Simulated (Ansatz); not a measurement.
HfOs (CsCl type, Pm-3m), a = 3.244 Å, b = 3.244 Å, c = 3.244 Å, α = 90.00°, β = 90.00°, γ = 90.00°.

This is the r²SCAN-relaxed structure.

**Question.** All from plane-wave PAW r²SCAN (Ansatz code), unless another level is named. Predict the formation energy from the elements (no fitted shifts).

**Answer.** -0.77 eV/atom.

**Question.** And the density of states at the Fermi level?

**Answer.** 0.12 states/eV per atom (mean over ±0.08 eV).

The first step of the workflow began from a Materials Project structure, measured or hypothetical; the Crystallography Open Database files this formula in space group No. 221, but the cells were not matched. Its standing as an ambient phase is unchecked. Symmetry was held in the r²SCAN relaxation; whether a distortion lowers the energy is not shown. No spin polarisation was allowed. The references are the lowest solids computed at this level, not always the standard phases. Scalar-relativistic: spin–orbit coupling is off unless named, which matters more the heavier the elements.

Potentials: the later of the program's two PAW sets.
